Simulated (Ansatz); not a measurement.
TiCo (CsCl type, Pm-3m) at seven volumes, r²SCAN in the plane-wave PAW code Ansatz, scaled uniformly. One row is withheld.

```tsv
V (Å³/atom)	P (GPa)
12.147	18.63
12.547	?
12.947	5.28
13.348	0.00
13.748	-4.49
14.149	-8.30
14.549	-11.54
```

Fit the shown pressures and predict the withheld one.

P = (3/2)B₀(x^(7/2) − x^(5/2))[1 + (3/4)(B′ − 4)(x − 1)] with x = (V₀/V)^(2/3). Least squares on the six rows gives V₀ = 13.348 Å³/atom, B₀ = 161 GPa, B′ = 4.30. At V = 12.547, x = 1.0421 and P = 11.38 GPa. The run itself gave 11.46 GPa.

The cell was relaxed with r²SCAN under the symmetry of its start, as lowered by the spin order. Magnetic state: ferrimagnetic, chosen from 4 collinear starts compared on coarse meshes (ties went to the first, and starts can fall back to one state), not a proven ground state. Other orbital occupations within this spin state were not tried.

Potentials: the later of the program's two PAW sets.
